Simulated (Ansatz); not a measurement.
The cell is Ga4SbN3, ordered on the zincblende lattice (Amm2) with 8 atoms a cell (it has left that coordination); cell and atoms were relaxed with r2SCAN. It is orthorhombic, Amm2 (No. 38); a = 3.224 Å, b = 7.696 Å, c = 10.379 Å in the conventional setting, 16.09 Å³ an atom. N is surrounded by 4 Ga at 2.02–2.04 Å; N is surrounded by 3 Ga at 1.88–1.93 Å; Sb is surrounded by 4 Ga at 2.58–2.60 Å and 2 Sb at 3.22 Å; Ga is surrounded by 2 N at 2.02 Å; Ga is surrounded by 3 N at 1.93–2.04 Å and 1 Sb at 2.58 Å; Ga is surrounded by 2 N at 1.88 Å and 2 Sb at 2.60 Å.

```cif
data_structure
_symmetry_space_group_name_H-M 'Amm2'
_symmetry_Int_Tables_number 38
_cell_length_a 3.2235
_cell_length_b 7.6959
_cell_length_c 10.3786
_cell_angle_alpha 90.000
_cell_angle_beta 90.000
_cell_angle_gamma 90.000
_cell_volume 257.47
loop_
_atom_site_label
_atom_site_type_symbol
_atom_site_symmetry_multiplicity
_atom_site_Wyckoff_symbol
_atom_site_fract_x
_atom_site_fract_y
_atom_site_fract_z
_atom_site_occupancy
N1 N 2 a 0.00000 0.50000 0.50584 1
N2 N 4 e 0.50000 0.28772 0.73872 1
Sb1 Sb 2 a 0.00000 0.50000 0.02613 1
Ga1 Ga 2 b 0.50000 0.50000 0.38929 1
Ga2 Ga 4 d 0.00000 0.80053 0.13601 1
Ga3 Ga 2 b 0.50000 0.50000 0.82926 1
```

The questions ask for values computed with the PAW code Ansatz on this geometry. All values are calculated for a non-magnetic cell, which may be hypothetical.

Given (8×4×4 mesh): With PBE the bands overlap by 0.79 eV (counted from 1, band 41 peaks at Σ₀–Γ (0.10 of the way from Σ₀) and band 42 bottoms out at T): no gap.

**Question.** What does PBE+SOC give for the gap (8×4×4 mesh)?

**Answer.** PBE+SOC gives no gap: the lowest nominally empty band dips 0.79 eV below the top of the last filled one (its bottom at T, the top at C₀), so the cell is a metal or semimetal at this level.

**Question.** What does r2SCAN give for the gap (8×4×4 mesh)?

**Answer.** With r2SCAN the bands overlap by 0.77 eV (counted from 1, band 41 peaks at Σ₀–Γ (0.10 of the way from Σ₀) and band 42 bottoms out at T): no gap.

**Question.** What do these levels agree on?

**Answer.** No level opens a gap, but no hybrid is among them, and semilocal functionals can close a real gap.

Only the levels marked +SOC include spin-orbit coupling.

Where an edge lies off the special points, it is a point of the mesh or the k point where a search put PBE's edge or least direct gap, reused for the other functionals, whose own edges may lie a little apart; PBE's own value is read along its path and can be a few hundredths of an eV high.
